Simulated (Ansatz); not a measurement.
GeW (CsCl type, Pm-3m), plane-wave PAW r²SCAN (Ansatz code), all energies at zero smearing, with the estimated change up to a 700 eV cutoff added, with one set of potentials and settings (totals compare only within such a set). Cell of 2 atoms (1 W, 1 Ge): -14699.196 eV.

```json
[
 {"element": "W", "reference phase": "Im-3m, 1 atoms in the cell", "E (eV/atom)": "-10397.2967"},
 {"element": "Ge", "reference phase": "Fd-3m, 2 atoms in the cell", "E (eV/atom)": "-4302.9041"}
]
```

Formation energy per atom, worked out: (-14699.196 − 1×(-10397.2967) − 1×(-4302.9041))/2 = 0.503 eV/atom (48 kJ per mol of atoms), at 0 K, without zero-point energy or fitted corrections.

The cell is a constructed one: a structure type filled with these elements; neither database checked (COD, Materials Project) lists it. Whether it is the stable phase at ambient conditions was not checked. Symmetry was held in the r²SCAN relaxation; its stability against distortions is not shown here. No spin polarisation was allowed. The references are the lowest solids computed at this level, not always the standard phases. Scalar-relativistic: spin–orbit coupling is off unless named, which matters more the heavier the elements.

Potentials: the later of the program's two PAW sets.
